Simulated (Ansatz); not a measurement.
The relaxed structure here is a generated cell of B: the first start was made by placing the elements on the sites of a structure type, and the end was not matched to a known phase here, so it may be hypothetical.

A relaxed cell of B (R-3m (No. 166)), relaxed on a k-mesh at least as fine as the one used below. These are r2SCAN (plane waves to 500 eV, PAW, scalar-relativistic; Ansatz, a first-principles code) values and carry that method's errors. Γ-centred k-mesh 17×17×17 on the run's cell (coarser than for final values), Fermi–Dirac smearing 0.05 eV.

```xyz
2
Lattice="2.3882 1.3788 2.5850 0.0000 1.3788 2.5850 0.0000 -1.3788 1.2925" Properties=species:S:1:pos:R:3 pbc="T T T"
B      0.0000     0.0000     1.9388
B      1.1941     0.6894     3.2313
```

The atoms are displaced along an unstable phonon of this cell by (Å):

```
atom     ux      uy      uz
----  -----  ------  ------
B1    0.000  -0.137   0.061
B2    0.000   0.137  -0.061
```

Problem. What forces (eV/Å) and pressure result?

Solution. 
```tsv
atom	Fx	Fy	Fz
B1	0.00	-0.32	0.13
B2	0.00	0.32	-0.13
```

Pressure -4.7 GPa.

Problem. Estimate the energy cost of the displacement in the harmonic approximation and compare with the calculation.

Solution. For a harmonic well ΔE = −½ Σ F·u = -0.052 eV a cell, or -26 meV/atom. The calculated energy relative to the undisplaced cell is -0.05 eV/atom, so anharmonic terms matter at this amplitude.

The undisplaced cell is probably no minimum: from this displacement the run went on to Pmmn (No. 59), 0.66 eV/atom below it.

No spin polarisation in the result. The relaxed primitive cell holds an odd number of electrons. A magnetic state may lie lower.
